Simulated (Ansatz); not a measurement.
CdTe (zinc blende), conventional cell a = 6.5576 Å, b = 6.5576 Å, c = 6.5576 Å, α = 90.00°, β = 90.00°, γ = 90.00°. The calculation uses the primitive cell of 2 atoms, to which meshes and values per cell refer.

The volume is varied about the relaxed value V₀ at fixed cell shape. Symmetry pins the atoms to their sites.

Calculation: r2SCAN (plane waves to 500 eV, PAW, scalar-relativistic; Ansatz, a program for electronic structure). k mesh 9×9×9 (Γ-centred), Fermi-Dirac smearing 0.05 eV. The energy includes the smearing's −TS. CdTe was relaxed with its symmetry unable to fall. Spin-orbit coupling is left out, though Te is heavy. ΔE is measured from the relaxed starting cell.

Question: Estimate the ΔE (meV/atom) for V/V₀ = 0.840, 0.880, 0.920, 0.960, 1.040, 1.080, 1.120, 1.160.

Answer: 
```csv
V/V₀,ΔE (meV/atom)
0.840,157.4
0.880,81.2
0.920,33.2
0.960,7.7
1.040,6.6
1.080,24.5
1.120,51.6
1.160,85.7
```

(A scan under strain: stresses follow from slopes of the energy per volume, elastic moduli from its curvatures.)
